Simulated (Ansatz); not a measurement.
SnPt:
```xyz
4
Lattice="4.1369 0.0000 0.0000 -2.0685 3.5827 0.0000 0.0000 0.0000 5.4774" Properties=species:S:1:pos:R:3 pbc="T T T"
Pt     0.0000     0.0000     0.0000
Pt     0.0000     0.0000     2.7387
Sn     0.0000     2.3884     1.3693
Sn     2.0685     1.1942     4.1080
```

Relaxed with r²SCAN.

### Question
Give the Bader charges and basin volumes of the independent atoms, r²SCAN (plane waves, PAW; program Ansatz).

### Answer


| atom | Bader charge (e) | Bader volume (Å³) |
|---|---|---|
| Pt1 | -0.92 | 22.2 |
| Sn3 | +0.92 | 18.4 |

Space group P6_3/mmc (NiAs type). The workflow started from an entry of the Crystallography Open Database (COD). Whether it is the stable phase at ambient conditions was not checked. The cell was relaxed with r²SCAN under the symmetry of its start; its stability against distortions is not shown here. No spin polarisation was allowed. Scalar-relativistic: spin–orbit coupling is off unless named, which matters more the heavier the elements.

Potentials: the later of the program's two PAW sets.
